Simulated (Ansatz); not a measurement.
Given:

SnRu3C:
```xyz
5
Lattice="4.0675 0.0000 0.0000 0.0000 4.0675 0.0000 0.0000 0.0000 4.0675" Properties=species:S:1:pos:R:3 pbc="T T T"
Sn     0.0000     0.0000     0.0000
Ru     0.0000     2.0338     2.0338
Ru     2.0338     0.0000     2.0338
Ru     2.0338     2.0338     0.0000
C      2.0338     2.0338     2.0338
```

This is the r²SCAN-relaxed structure.

### Question
All from plane-wave PAW r²SCAN (Ansatz code), unless another level is named. Give the electronic character.

### Answer
metallic (no gap).

### Question
Next, the formation energy from the elements (no fitted shifts)?

### Answer
0.053 eV/atom.

### Question
Predict the density of states at the Fermi level.

### Answer
0.26 states/eV per atom (mean over ±0.08 eV).

### Question
Next, the gap with spin–orbit coupling?

### Answer
none (metallic).

Space group Pm-3m (anti-perovskite). The start of the workflow was typed in or built on a structure type; neither database checked (COD, Materials Project) lists it. Its standing as an ambient phase is unchecked. The r²SCAN relaxation kept the symmetry of its start; whether a distortion lowers the energy is not shown. The run is not spin-polarised. The references are the lowest solids computed at this level, not always the standard phases. Spin–orbit coupling is left out wherever it is not named.

Potentials: the earlier of the program's two PAW sets.
